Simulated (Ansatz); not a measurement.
# Na-23 NMR of the central transition in KNa3Mg4F12

Cell: a computed structure from the Materials Project (it need not be an observed phase).

```cif
data_KNa3Mg4F12
_symmetry_space_group_name_H-M 'Pm'
_symmetry_Int_Tables_number 6
_cell_length_a 5.5463
_cell_length_b 7.8951
_cell_length_c 5.6111
_cell_angle_alpha 90.000
_cell_angle_beta 90.208
_cell_angle_gamma 90.000
loop_
_atom_site_label
_atom_site_type_symbol
_atom_site_symmetry_multiplicity
_atom_site_Wyckoff_symbol
_atom_site_fract_x
_atom_site_fract_y
_atom_site_fract_z
K K 1 b 0.4956 0.5000 0.4800
Na2 Na 1 b 0.0072 0.5000 0.9652
Na3 Na 1 a 0.5015 0.0000 0.5369
Na4 Na 1 a 0.0010 0.0000 0.0283
Mg5 Mg 2 c 0.0001 0.2448 0.4984
Mg6 Mg 2 c 0.4994 0.7544 0.0023
F9 F 2 c 0.2034 0.2883 0.2045
F10 F 2 c 0.2814 0.7314 0.7196
F11 F 2 c 0.7866 0.7921 0.7868
F12 F 2 c 0.7074 0.2096 0.2913
F17 F 1 b 0.5756 0.5000 0.9996
F18 F 1 b 0.9588 0.5000 0.5289
F19 F 1 a 0.4261 0.0000 0.9883
F20 F 1 a 0.0777 0.0000 0.4670
```

One atom of each set is listed.

Computed with Ansatz: DFT, PBE, plane waves and PAW, scalar-relativistic, 420 eV cutoff, Γ-centred 4×3×4 k-points, Fermi–Dirac smearing 0.02 eV.

Na-23 has I = 3/2 and Q = 104.0 mb (Pyykkö 2018); at 21.1 T its Larmor frequency is ν₀ = 237.8 MHz. Only the quadrupole interaction is simulated: positions count from each site's isotropic chemical shift, and J coupling is left out, as are shift anisotropy and dipolar coupling, which fast spinning averages.

(1) Simulate the second-order pattern (fast magic-angle spinning, Gaussian broadening 0.03 kHz) of site Na2 (8 F at 2.40–2.79 Å; also 2 F at 3.16–3.18 Å).

Answers

(1) The calculation gives C_Q = -1.39 MHz and η = 0.78, so ν_Q = 0.693 MHz and the centre of gravity lies at -1.02 ppm (-0.242 kHz).

offset (kHz), height and a bar:
```
  -0.5850          0 
  -0.5652          2 #
  -0.5453          7 ##
  -0.5255          9 ###
  -0.5056         14 ####
  -0.4858         20 ######
  -0.4659         22 #######
  -0.4461         23 #######
  -0.4262         25 #######
  -0.4064         26 ########
  -0.3865         28 ########
  -0.3667         30 #########
  -0.3468         33 ##########
  -0.3270         41 ############
  -0.3071         70 #####################
  -0.2873        100 ##############################
  -0.2674         93 ############################
  -0.2476         90 ###########################
  -0.2277         92 ############################
  -0.2079         77 #######################
  -0.1880         63 ###################
  -0.1682         54 ################
  -0.1483         49 ###############
  -0.1285         45 #############
  -0.1086         42 ############
  -0.0888         39 ############
  -0.0689         37 ###########
  -0.0491         35 ##########
  -0.0292         32 ##########
  -0.0094         21 ######
   0.0105          5 #
   0.0303          0
```
